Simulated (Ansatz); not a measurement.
A distorted cell of TiSi2 (C49 type, space group Cmcm):

```yaml
crystal:
  lattice:
    - [1.77307, -6.78170, 0.00000]
    - [1.77307, 6.78170, 0.00000]
    - [0.00000, 0.00000, 3.57984]
  atoms:
    - { symbol: Si, position: [0.94083, 0.05917, 0.75000] }
    - { symbol: Si, position: [0.00503, 0.88668, 0.25000] }
    - { symbol: Si, position: [0.25028, 0.74972, 0.75000] }
    - { symbol: Si, position: [0.74972, 0.25028, 0.25000] }
    - { symbol: Ti, position: [0.60319, 0.39681, 0.75000] }
    - { symbol: Ti, position: [0.39681, 0.60319, 0.25000] }
```

Method: PBE (plane waves to 420 eV, PAW, scalar-relativistic; Ansatz, a first-principles code). k mesh 11×11×11 (Γ-centred), Fermi-Dirac smearing 0.05 eV. The energy includes the smearing's −TS. Compression counts positive. With partly filled bands, energies and forces of such displacements shift with the k mesh and the smearing. This is one of several known forms of TiSi2; the measured ambient cells at hand have space group No. 70. TiSi2 is run without spin polarisation. TiSi2 was relaxed with its symmetry unable to fall.

**Question.** Predict the force on every atom, in eV/Å.

**Answer.** 
| atom | Fx | Fy | Fz |
|---|---|---|---|
| Si1 | -0.010 | -0.061 | 0.000 |
| Si2 | 1.710 | 0.092 | 0.000 |
| Si3 | -0.026 | 0.011 | 0.000 |
| Si4 | 0.019 | -0.014 | 0.000 |
| Ti5 | -1.376 | -0.119 | 0.000 |
| Ti6 | -0.317 | 0.090 | 0.000 |

**Question.** What is the stress tensor (GPa)?

**Answer.** 
```
    0.6      0.7      0.0
    0.7      0.4      0.0
    0.0      0.0      1.1
```
The pressure, a third of the trace, is 0.7 GPa.

**Question.** In it atom 2 sits (-0.192, 0.000, 0.000) Å away from its relaxed site. What is its energy relative to the relaxed cell?

**Answer.** 164 meV/cell.

(For displaced atoms, the force is minus the slope of the energy, and its curvature is a force constant, which sets phonon frequencies.)
